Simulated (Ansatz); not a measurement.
BeSe in space group P6_3mc (No. 186; Be on 2a, Be on 2b, Se on 2a, Se on 2b) at seven volumes, plane-wave PAW HSE06 (Ansatz code), shape and atoms relaxed at each. One row is withheld.

```tsv
V (Å³/atom)	P (GPa)
15.512	9.12
16.023	5.62
16.535	2.61
17.046	0.00
17.557	-2.25
18.069	?
18.580	-5.89
```

Problem. Fit the shown pressures and predict the withheld one.

Solution. Third-order Birch–Murnaghan: P = (3/2)B₀(x^(7/2) − x^(5/2))[1 + (3/4)(B′ − 4)(x − 1)] with x = (V₀/V)^(2/3). Least squares on the six rows gives V₀ = 17.046 Å³/atom, B₀ = 80.67 GPa, B′ = 3.84. At V = 18.069, x = 0.9619 and P = -4.20 GPa. The run itself gave -4.20 GPa.

A made-up cell: these elements were put on the sites of a structure type; neither database checked (COD, Materials Project) lists it. COD files the formula under space group No. 216. Its standing as an ambient phase is unchecked. The HSE06 relaxation kept the symmetry of its start; whether a distortion lowers the energy is not shown.

Potentials: the later of the program's two PAW sets.
